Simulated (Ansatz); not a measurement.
**Computed properties of KLiMnS₂**

KLiMnS₂:
```yaml
crystal:
  lattice:
    - [-1.99864, 1.99864, 6.50187]
    - [1.99864, -1.99864, 6.50187]
    - [1.99864, 1.99864, -6.50187]
  atoms:
    - { symbol: K, position: [0.00000, 0.00000, 0.00000] }
    - { symbol: Li, position: [0.75000, 0.25000, 0.50000] }
    - { symbol: Mn, position: [0.25000, 0.75000, 0.50000] }
    - { symbol: S, position: [0.64772, 0.64772, 0.00000] }
    - { symbol: S, position: [0.35228, 0.35228, 0.00000] }
```
The run is spin-polarised; directions of the spins, atom by atom: 0 0 ↑ 0 0.

Space group I-4m2 (No. 119); conventional cell a = 3.9973 Å, b = 3.9973 Å, c = 13.0037 Å, α = 90.00°, β = 90.00°, γ = 90.00°.

Method: PBEsol in the plane-wave PAW code Ansatz. The cell and atoms are relaxed at this level. Other levels are named where they apply.

Cell and energy:

| Quantity | Value |
|---|---|
| Volume per atom | 20.78 Å³ |
| Density | 2.64 g/cm³ |
| Formation energy from the elements (no fitted shifts) | -0.99 eV/atom |

Electronic structure:

| Item | Result |
|---|---|
| Band gap | 0.28 eV (indirect) |
| Valence-band maximum | at Γ |
| Conduction-band minimum | at X (2 equivalent valleys) |
| Smallest direct gap on the standard path | 0.99 eV |
| Electron effective mass | 0.93, 1.5, 1.6 mₑ (principal values) |
| Hole effective mass | 0.30, 2.6, 2.6 mₑ (principal values) |

Magnetism:

| Quantity | Value |
|---|---|
| Magnetic order | ferromagnetic |
| Net moment | 1.00 μB per atom |

Mechanics:

| Property | Value |
|---|---|
| Bulk modulus (Birch–Murnaghan fit) | 29.4 GPa |
| Pressure derivative B′ | 5.0 |

Charges:

| Item | Value |
|---|---|
| Bader charges | K +0.81, Li +0.85, Mn +0.97, S -1.31 e |

The first step of the workflow began from a Materials Project structure, measured or hypothetical; the Crystallography Open Database copy checked does not list it. With Li and Mn taken as one species the cell has the higher symmetry I4/mmm, so it may be an ordered model of a mixed-site phase. Whether it is the stable phase at ambient conditions was not checked. The PBEsol relaxation kept the symmetry of its start; whether a distortion lowers the energy is not shown. Magnetic state: ferromagnetic, the only order run, not a proven ground state. The cell computed holds one magnetic atom, so no antiferromagnetic order was within reach. No Hubbard U is applied. The references are the lowest solids computed at this level, not always the standard phases.

Potentials: the later of the program's two PAW sets.
